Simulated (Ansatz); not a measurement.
One starting cell of TiSi₂ (a generated trial cell of TiSi2 in the C54 structure type) was relaxed twice with Ansatz (plane waves, PAW, scalar-relativistic): with r2SCAN at 500 eV and with PBE at 420 eV. The r2SCAN result:

```cif
data_Si4Ti2
_chemical_formula_sum 'Si4 Ti2'
_space_group_name_H-M_alt 'P 1'
_space_group_IT_number 1
_cell_length_a 5.92303
_cell_length_b 4.88467
_cell_length_c 4.75831
_cell_angle_alpha 75.780
_cell_angle_beta 53.075
_cell_angle_gamma 51.145
loop_
_space_group_symop_operation_xyz
  'x, y, z'
loop_
_atom_site_label
_atom_site_type_symbol
_atom_site_fract_x
_atom_site_fract_y
_atom_site_fract_z
_atom_site_occupancy
Si1 Si 0.66253 0.33747 0.66253 1
Si2 Si 0.33747 0.66253 0.33747 1
Si3 Si 0.58747 0.91253 0.58747 1
Si4 Si 0.91253 0.58747 0.91253 1
Ti1 Ti 0.00000 0.00000 0.00000 1
Ti2 Ti 0.25000 0.25000 0.25000 1
```

| quantity | r2SCAN | PBE |
|---|---|---|
| space group | Fddd | Fddd |
| volume (Å³/atom) | 13.96 | ___ |
| a (Å) | 4.779 | ___ |
| b (Å) | 8.230 | ___ |
| c (Å) | 8.521 | ___ |
| gap (eV, no spin-orbit coupling) | 0.00 | ___ |

Question: Fill in the PBE column.

Answer: 
- volume (Å³/atom), PBE: 14.18
- a (Å), PBE: 4.806
- b (Å), PBE: 8.265
- c (Å), PBE: 8.566
- gap (eV, no spin-orbit coupling), PBE: 0.00

Both levels end in the same structure; PBE's volume is 1.5 % larger. Neither column is exact.

No spin polarisation in the result.

The run could not lose the symmetry of its start; a randomly shaken copy of 12 atoms returns to this structure.

Ansatz is an electronic-structure program.
